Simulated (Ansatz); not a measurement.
Total density of states per atom from DFT-r²SCAN+D4 in the program Ansatz with PAW potentials, in 0.25 eV bins, energy from the Fermi level:

```
E (eV) | states/eV/atom
    -7.85 |  0.00
    -7.60 |  0.00
    -7.35 |  0.00
    -7.10 |  0.00
    -6.85 |  0.00
    -6.60 |  0.00
    -6.35 |  0.00
    -6.10 |  0.00
    -5.85 |  0.00
    -5.60 |  0.00
    -5.35 |  0.00
    -5.10 | ############# 0.64
    -4.85 | ######################### 1.25
    -4.60 | ######################## 1.18
    -4.35 | ################## 0.87
    -4.10 | ################ 0.80
    -3.85 | ################## 0.91
    -3.60 | ####################### 1.16
    -3.35 | ###################### 1.10
    -3.10 | ############ 0.60
    -2.85 | ############## 0.67
    -2.60 | ############ 0.59
    -2.35 | ######################### 1.21
    -2.10 | ########################## 1.29
    -1.85 | ################## 0.87
    -1.60 | #### 0.21
    -1.35 | ################ 0.78
    -1.10 | ############################ 1.37
    -0.85 | ############################# 1.45
    -0.60 | ######################## 1.21
    -0.35 | ######################### 1.25
    -0.10 | ############# 0.64
     0.15 | ###### 0.31
     0.40 | #### 0.21
     0.65 | # 0.05
     0.90 | # 0.05
     1.15 | # 0.04
     1.40 | # 0.04
     1.65 | ############### 0.74
     1.90 | ######### 0.46
     2.15 | ############################## 1.48
     2.40 | #################### 1.00
     2.65 | ######### 0.43
     2.90 | #################### 0.97
     3.15 | ################## 0.87
     3.40 | ################### 0.91
     3.65 | ##################### 1.02
     3.90 | ####################### 1.15
     4.15 | ###################### 1.08
     4.40 | ############### 0.74
     4.65 | ######### 0.42
```

Which compound is it?
A) MoSe, P6_3/mcm (Mo on 6g, Se on 6g)
B) PbSe, rock salt
C) MoS2, P-6m2 (Mo on 1a, S on 2h)
D) In2Se3, La2O3 or Ni2Al3 type

A, MoSe, P6_3/mcm (Mo on 6g, Se on 6g). Within 0.5 eV of the Fermi level: Mo 4d 57 %, Se 4p 40 %. Projections are on Löwdin-orthogonalised atomic valence shells; empty p or d shells of many metals are not among them.

The start of the workflow was typed in or built on a structure type; neither database checked (COD, Materials Project) lists it. Its standing as an ambient phase is unchecked. The cell was relaxed with r²SCAN+D4 under the symmetry of its start; whether a distortion lowers the energy is not shown. The workflow began spin-polarised and lost its moments. Spin–orbit coupling is left out wherever it is not named.

Potentials: the later of the program's two PAW sets.
